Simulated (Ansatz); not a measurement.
Does relaxation matter for the field gradients of CsPbBr3 with a Pb vacancy?

Start: a supercell of CsPbBr3 (cubic perovskite type, Pm-3m) built from a COD entry, with all atoms left at the host's positions.

Space group Im-3m (No. 229); a = 11.7400 Å.

| site | Wyckoff | site symmetry | x | y | z |
| --- | --- | --- | --- | --- | --- |
| Cs | 8c | .-3m | 0.2500 | 0.2500 | 0.2500 |
| Pb | 6b | 4/mm.m | 0.5000 | 0.5000 | 0.0000 |
| Br8 | 12e | 4m.m | 0.2500 | 0.5000 | 0.5000 |
| Br9 | 12d | -4m.2 | 0.7500 | 0.0000 | 0.5000 |

One atom of each set is listed; the run and its k-mesh use a cell of 19 atoms with edges of 10.17, 10.17, 10.17 Å.

All values are calculated (Ansatz; DFT, PBE, plane waves and PAW, scalar-relativistic, 420 eV cutoff, Γ-centred 2×2×2 k-points, Fermi–Dirac smearing 0.01 eV, cell charge -2), not measured.

The largest force at the start is 0.047 eV/Å. Relaxing the ions at fixed cell moves them by 0.007 Å at most (atom 17, Br) and 0.004 Å rms. End positions:

Cs (0.2500, 0.2500, 0.2500)
Pb (0.5000, 0.5000, 0.0000)
Br8 (0.2506, 0.5000, 0.5000)
Br9 (0.7500, 0.0000, 0.5000)

```json
{"site": "Cs", "moved (Å)": "0.000", "first shell before": "12 Br at 4.15 Å", "first shell after": "12 Br at 4.15 Å", "V_zz before (10²¹ V/m²)": "-2.87", "η before": "0.00"}
{"site": "Pb", "moved (Å)": "0.000", "first shell before": "6 Br at 2.94 Å", "first shell after": "6 Br at 2.94 Å", "V_zz before (10²¹ V/m²)": "-21.7", "η before": "0.00"}
{"site": "Br8", "moved (Å)": "0.007", "first shell before": "1 Pb at 2.94 Å", "first shell after": "1 Pb at 2.94 Å", "V_zz before (10²¹ V/m²)": "7.45", "η before": "0.00"}
{"site": "Br9", "moved (Å)": "0.000", "first shell before": "2 Pb at 2.93–2.94 Å, angle 180°", "first shell after": "2 Pb at 2.93–2.94 Å, angle 180°", "V_zz before (10²¹ V/m²)": "17.78", "η before": "0.00"}
```

Question: What are V_zz and η after the relaxation?

Answer: 

```json
{"site": "Cs", "V_zz after": "-2.91", "η after": "0.00", "change of V_zz": "-0.04"}
{"site": "Pb", "V_zz after": "-21.3", "η after": "0.00", "change of V_zz": "+0.39"}
{"site": "Br8", "V_zz after": "7.56", "η after": "0.00", "change of V_zz": "+0.11"}
{"site": "Br9", "V_zz after": "17.82", "η after": "0.00", "change of V_zz": "+0.04"}
```

The largest change of V_zz is on Pb, from -21.7 to -21.3. In per cent, |V_zz| changes by +2 on Cs, -2 on Pb, 0 to +1 on Br (all sites that start above 0.5).

The defect repeats with the cell of 19 atoms, so it feels its images: sites between two images don't show the values beside a lone defect, and zeros or small values of η there can come from the images' arrangement. Br carries a gradient in the pure host already, so the values there aren't the defect's effect alone. This high-symmetry form of CsPbBr3 is unstable when cold, to tilts of the octahedra. The symmetry of the cell holds that distortion back, wholly or in part, and it would change the field gradients, the more the larger the distortion. A uniform background compensates the cell's charge. Spin–orbit coupling is left out, which shifts gradients on Pb by a few per cent, and by more where contributions nearly cancel.
Before: The neighbours have not yet relaxed around the defect (largest force 0.047 eV/Å), so a real crystal will differ.
